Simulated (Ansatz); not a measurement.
An Ansatz (a program for electronic structure) run. Input:

Ansatz 0.2 input:
```yaml
crystal:
  lattice:
    - [4.6960950581, 0.0, 0.0]
    - [-2.3480475291, 4.0669376189, 0.0]
    - [0.0, 0.0, 7.7482446224]
  atoms:
    - { symbol: Sr, position: [0.0, 0.0, 0.0] }
    - { symbol: Mg, position: [0.6666666667, 0.3333333333, 0.3716103025] }
    - { symbol: Mg, position: [0.3333333333, 0.6666666667, 0.6283896975] }
    - { symbol: Sb, position: [0.3333333333, 0.6666666667, 0.2539370336] }
    - { symbol: Sb, position: [0.6666666667, 0.3333333333, 0.7460629664] }
kpoints:
  mp_grid: { grid: [7, 7, 4] }
basis: { xc_grid: 2, fft_grid_basis: typed }
hamiltonian:
  xc: pbesol
  pseudopotentials: { kind: paw }
scf:
  occupations: { method: fixed }
checkpoint: { read: static.run }
output: { write_density: true, elf: true, volumetric_format: npy }
```

Output (shortened):

```
Pseudopotential: Sr, paw, valence charge 10
Pseudopotential: Mg, paw, valence charge 10
Pseudopotential: Sb, paw, valence charge 15
Functional definition: PBEsol
Crystal: 5 atoms, lattice volume = 147.982 Å³
Basis set: ecut = 420 eV, 2875 PW (Γ), exchange–correlation on 64×64×108 points (8 copies of the dense FFT grid, shifted against one another)
Bands: 36, of which v1, the nominal top of the filled ones, is band 30 counted from 1 (29 counted from 0)
Symmetry: 12 space group operations
Space group: P-3m1 (ITA 164), of the structure as read, at distance tolerance 5.3e-5 Å
k-points: 28 of 196
Stability of the state it starts from, as read at its close in the unpolarized treatment …
iter 1 solved again at ethr=1.70e-6 eV; its pass at ethr=3.10e-3 eV (dr2=1.02e-3 eV) is discarded
SCF iter   1: F=—  HF=-20136.321271 eV  |F-HF|=—  |Δ(HF+E_count)|=         —  Δρ=2.05e-6  dr2=5.34e-9  ethr=1.70e-6  ⟨swp⟩=3.2  Hψ=6439  notcnv=0  defer=112
preconditioner: auto → Resta (q_TF=auto, 2.347 Å⁻¹)
SCF iter   2: F=—  HF=-20136.321267 eV  |F-HF|=—  |Δ(HF+E_count)|=   3.43e-6  Δρ=1.05e-6  dr2=1.53e-9  ethr=8.90e-12  ⟨swp⟩=15.2  Hψ=6880  notcnv=0
SCF iter   3: F=-20136.321267 eV  HF=-20136.321267 eV  |F-HF|=4.55e-10  |Δ(HF+E_count)|=  3.93e-10  Δρ=6.77e-7  dr2=6.05e-10  ethr=2.56e-12  ⟨swp⟩=1.0  Hψ=2843  notcnv=0
SCF 1 converged in 3 iterations: F = -20136.321267 eV  dr2 = 6.05e-10
SCF converged after 3 iterations
Free energy (F): -20136.321267 eV
Harris-Foulkes:  -20136.321267 eV  (|F-HF|=4.55e-10)
Internal energy: -20136.321267 eV  (E = F + TS)
E sigma→0 (E₀):  -20136.321267 eV
Fermi energy:    7.005807 eV
--- Per-component energies (eV) ---
  E_band       = -1178.875662
  E_kinetic    = 813.962240
  E_local      = -7635.030947  (includes V_loc(G=0)·N_el)
  E_nonlocal   = 1126.003844
  E_hartree    = 3018.457740
  E_xc         = -504.626076
  E_vxc        = -430.212276  (∫ρ·V_xc dr)
  E_paw        = -12210.010721  (= ΣΔE_a)
  E_vpaw       = -1090.514584  (= ΣTr[D̂ρ^β])
  E_aug_tail   = -0.000010  (compensation charges beyond the density's cutoff)
  E_ewald      = -4745.993122
  E_core_change = 0.915786  (= ΣΔE_core)
  E_smearing   =  0.000000  (= −TS)
  E_closure    =  0.000000  (closes the sum)
  Σ components = -20136.321267   (vs F -20136.321267, Δ=0.00e0)
  [band-id]    e_kinetic+e_local+e_nonlocal+2·e_hartree+e_vxc+e_vpaw+e_augmentation_tail = -1178.876254   (vs E_band -1178.875662, Δ=-5.92e-4)
--- Band table (eV; the first three rows and the last of 28) ---
  k-point 0: bands = ["-68.5302", "-68.5295", "-35.4736", "-35.4729", "-35.4729", "-35.4695", "-35.4691", "-35.4691", "-28.1830", "-20.7269", "-20.7269", "-20.7267", "-20.7267", "-20.7181", "-20.7179", "-20.7065", "-20.7065", "-20.7060", "-20.7060", …
  k-point 1: bands = ["-68.5302", "-68.5295", "-35.4736", "-35.4729", "-35.4729", "-35.4695", "-35.4691", "-35.4691", "-28.1830", "-20.7272", "-20.7272", "-20.7264", "-20.7264", "-20.7181", "-20.7179", "-20.7065", "-20.7065", "-20.7060", "-20.7060", …
  k-point 2: bands = ["-68.5302", "-68.5295", "-35.4736", "-35.4729", "-35.4729", "-35.4695", "-35.4691", "-35.4691", "-28.1830", "-20.7273", "-20.7273", "-20.7262", "-20.7262", "-20.7181", "-20.7179", "-20.7065", "-20.7065", "-20.7060", "-20.7060", …
  k-point 27: bands = ["-68.5299", "-68.5298", "-35.4739", "-35.4739", "-35.4735", "-35.4688", "-35.4687", "-35.4686", "-28.1800", "-20.7270", "-20.7267", "-20.7266", "-20.7253", "-20.7170", "-20.7170", "-20.7062", "-20.7061", "-20.7059", "-20.7058", …
```

Cost: roughly 8 core-seconds on shared cores.

The first step of the workflow began from a Materials Project structure, measured or hypothetical; the Crystallography Open Database files this formula in space group No. 164, but the cells were not matched. Its standing as an ambient phase is unchecked. The cell was relaxed with PBEsol under the symmetry of its start; its stability against distortions is not shown here. Spin–orbit coupling is left out wherever it is not named.

Potentials: the later of the program's two PAW sets.

Ansatz is a plane-wave DFT program.
